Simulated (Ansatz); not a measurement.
**Rb₄O: a bulk modulus from differences**

The structure comes from a generated guess, relaxed at this level; another structure or a mixture of phases may lie lower.

Theory: DFT PBE, scalar-relativistic, plane waves, PAW in Ansatz. Plane waves to 420 eV, a 6×6×6 mesh through Γ for the 5-atom cell and 0.10 eV Gaussian smearing; no spin polarisation.

```
CELL_PARAMETERS angstrom
-4.40219 4.40219 4.40219
4.40219 -4.40219 4.40219
4.40219 4.40219 -4.40219
ATOMIC_POSITIONS crystal
Rb 0.00000 0.66492 0.00000
Rb 0.33508 0.33508 0.33508
Rb 0.00000 0.00000 0.66492
Rb 0.66492 0.00000 0.00000
O 0.00000 0.00000 0.00000
```

The cell was set to several volumes, with shape and atoms relaxed at each where symmetry leaves them free. Pressure is positive in compression, and energies count from the lowest row. No row has a gap on its mesh.

```
row  V (Å³/atom)  P (GPa)  ΔE (meV/atom)
  1       60.059     0.30            7.5
  2       62.107     0.21            4.2
  3       64.154        ?              ?
  4       66.201     0.07            0.6
  5       68.249     0.02            0.0
  6       70.296    -0.03            0.1
  7       72.344    -0.07            0.7
  8       75.074    -0.12            2.4
```

Question: Find B = −V·ΔP/ΔV from rows 4 and 6 and from rows 1 and 2, and from the two its slope B′ and its value B0 at zero pressure.

Answer: Rows 4 and 6 give −(66.201 + 70.296)/2 × (-0.03 − (0.07))/(70.296 − 66.201) = 1.7 GPa at a mean pressure of 0.02 GPa. Rows 1 and 2 give −(60.059 + 62.107)/2 × (0.21 − (0.30))/(62.107 − 60.059) = 2.7 GPa at a mean pressure of 0.26 GPa. So B′ = (2.7 − 1.7)/(0.26 − (0.02)) = 4.17 and B0 = 1.7 − 4.17 × (0.02) = 1.6 GPa. A third-order Birch–Murnaghan fit to all the energies gives B0 = 1.7 GPa and B′ = 4.1.

Question: Estimate the pressure and energy of row 3.

Answer: From row 5, V0 = 68.249 × (1 + (0.02)/1.6) = 69.102 Å³/atom. Murnaghan's form P = (B0/B′)·[(V0/V)^B′ − 1] gives (1.6/4.17) × [(69.102/64.154)^4.17 − 1] = 0.14 GPa; the computed pressure is 0.14 GPa, so the estimate is off by 0.00 GPa. The work of compression from row 4, with the mean of the two pressures, gives ΔE = 0.6 + (0.14 + 0.07)/2 × (66.201 − 64.154)/160.2 × 1000 = 1.9 meV/atom (1 eV/Å³ = 160.2 GPa); the computed value is 1.9 meV/atom.

All volumes keep the k mesh of the relaxed cell. Symmetry constrained the relaxation, so the result can be a saddle point.
